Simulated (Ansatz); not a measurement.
## Structures of PdRuS₃: which is lowest?

Plane-wave DFT in Ansatz with scalar-relativistic PAW potentials, cutoff 420 eV, Γ-centred meshes chosen by cell and gap, Gaussian smearing with energies taken to zero width. Every cell was relaxed (cell and atoms) in a run of its own, within the symmetry of its start. Functional: PBE.

Relaxed structures (starts from databases or built by putting these elements on another compound's sites):
A. Pm-3m, 5 atoms in the computed cell, a = 4.590 Å; sites (symmetry × multiplicity) Ru m-3m × 1, Pd m-3m × 1, S 4/mm.m × 3; start: built
B. P4mm, 5 atoms in the computed cell, a = 4.510 Å, c = 5.625 Å; sites (symmetry × multiplicity) Ru 4mm × 1, Pd 4mm × 1, S 2mm. × 2 + 4mm × 1; start: built

Question: Rank them by energy. Could pressure change the order?

Answer:
| structure | group | E − E(lowest) (meV/atom) | V (Å³/atom) | gap on mesh (eV) |
| --- | --- | --- | --- | --- |
| B | P4mm | 0.0 | 22.89 | 0.00 |
| A | Pm-3m | 544 | 19.34 | 0.00 |

B is lowest, 544 meV/atom under A. A is denser by 3.55 Å³/atom, so pressure favours it: ΔE/ΔV, with ΔE in eV and 1 eV/Å³ = 160.2 GPa, gives about 25 GPa for equal enthalpy if both cells were rigid; at such pressures compression changes ΔV much, so this is a scale only. Without a dispersion term the weakly bound lowest cell is too large, so ΔV and this pressure are artefacts in part: a slight pressure closes the gap between layers first. Other structures may lie lower than all of these, and vibrations aren't counted.